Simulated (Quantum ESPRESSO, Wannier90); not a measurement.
## Wannierisation of YSF (P4/nmm)

```
begin unit_cell_cart
ang
    3.7729900000    0.0000000000    0.0000000000
    0.0000000000    3.7729900000    0.0000000000
    0.0000000000    0.0000000000    6.8266700000
end unit_cell_cart
begin atoms_frac
Y    0.0000000000  0.5000000000  0.2272300000
Y    0.5000000000  0.0000000000 -0.2272300000
S    0.0000000000  0.5000000000 -0.3544300000
S    0.5000000000  0.0000000000  0.3544300000
F    0.0000000000  0.0000000000  0.0000000000
F    0.5000000000  0.5000000000  0.0000000000
end atoms_frac
```

Materials Project entry mp-10086; symmetrised, unrelaxed at this level. Not found in the COD (Crystallography Open Database) copy used, which has the formula in other groups; not checked further. Level: PBEsol, spinors with spin-orbit coupling; pw.x of Quantum ESPRESSO at 68 Ry with PseudoDojo potentials, 4×4×4 k-points, Wannier90. Density: 8×8×6 mesh, Gaussian smearing 0.01 Ry.

Bands 13-20 form an isolated set from -21.50 to -21.01 eV relative to the valence-band maximum (on the path) and are turned into 8 Wannier functions by minimising the spread from the start: SCDM (isolated).

Task: Where do the functions sit, how wide are they and what are they made of?

Result: 
| functions | spread (Å²) | nearest atom, distance (Å) | second atom, distance (Å) | weight on atomic waves |
|---|---|---|---|---|
| 8 | 1.10 | Y 0.09 | F 2.38 | Y 4p 93 % |

Ω_I = 8.71 Å², Ω_total = 8.82 Å²; the interpolated bands follow pw.x to 0.7 meV rms on the path. Only this start was tried; a symmetric start can stop on a saddle, and mixtures of these functions could lower the total by at most Ω_total − Ω_I.
